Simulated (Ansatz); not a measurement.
Given:

Re:
```cif
data_Re2
_chemical_formula_sum 'Re2'
_space_group_name_H-M_alt 'Im-3m'
_space_group_IT_number 229
_space_group_name_Hall '-I 4 2 3'
_cell_length_a 3.09612
_cell_length_b 3.09612
_cell_length_c 3.09612
_cell_angle_alpha 90.000
_cell_angle_beta 90.000
_cell_angle_gamma 90.000
loop_
_atom_site_label
_atom_site_type_symbol
_atom_site_symmetry_multiplicity
_atom_site_Wyckoff_symbol
_atom_site_fract_x
_atom_site_fract_y
_atom_site_fract_z
_atom_site_occupancy
Re1 Re 2 a 0.00000 0.00000 0.00000 1
```
(The calculation used a cell of 1 atom; values per cell refer to that cell.)

This is the r²SCAN-relaxed structure.

Question: All from plane-wave PAW r²SCAN (Ansatz code), unless another level is named. Estimate the bulk modulus (Birch–Murnaghan fit).

Answer: 376 GPa.

Question: Predict the elastic constants (relaxed ions, GPa).

Answer: C11 = 401, C12 = 367, C44 = 192.

The start of the workflow was typed in or built on a structure type; the Crystallography Open Database copy checked does not list it. It is not the phase usual at ambient conditions (space group No. 194). The r²SCAN relaxation kept the symmetry of its start; its stability against distortions is not shown here. No spin polarisation was allowed. As this level gives no gap, shear constants depend on the k-mesh and smearing (Fermi–Dirac, 0.1 eV here). Scalar-relativistic: spin–orbit coupling is off unless named, which matters more the heavier the elements.

Potentials: the earlier of the program's two PAW sets.
